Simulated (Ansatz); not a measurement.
A relaxed structure of BaTiO3. Space group R3m (No. 160). All values below come from r2SCAN (plane waves to 500 eV, PAW, scalar-relativistic; Ansatz, a program for electronic structure).

```cif
data_BaO3Ti
_chemical_formula_sum 'Ba1 Ti1 O3'
_space_group_name_H-M_alt 'P 1'
_space_group_IT_number 1
_cell_length_a 4.02386
_cell_length_b 4.02386
_cell_length_c 4.02386
_cell_angle_alpha 89.791
_cell_angle_beta 89.791
_cell_angle_gamma 89.791
loop_
_space_group_symop_operation_xyz
  'x, y, z'
loop_
_atom_site_label
_atom_site_type_symbol
_atom_site_fract_x
_atom_site_fract_y
_atom_site_fract_z
_atom_site_occupancy
Ba1 Ba 0.47281 0.47281 0.47281 1
Ti1 Ti 0.95941 0.95941 0.95941 1
O1 O 0.49543 0.98588 0.98588 1
O2 O 0.98588 0.98588 0.49543 1
O3 O 0.98588 0.49543 0.98588 1
```

### Question
What band gap does r2SCAN give?

### Answer
2.87 eV, indirect (valence top at T, conduction bottom at Γ) (no spin-orbit coupling).

### Question
Predict the smallest direct gap from r2SCAN.

### Answer
3.29 eV at Γ.

No spin polarisation in the result.

The run could not lose the symmetry of its start; a randomly shaken copy of 10 atoms returns to this structure.

The first start was generated by placing the elements on the sites of a structure type. A measured structure of BaTiO3 has the same space group, R3m (No. 160); the sites were not compared with it. Another known form has space group No. 99.
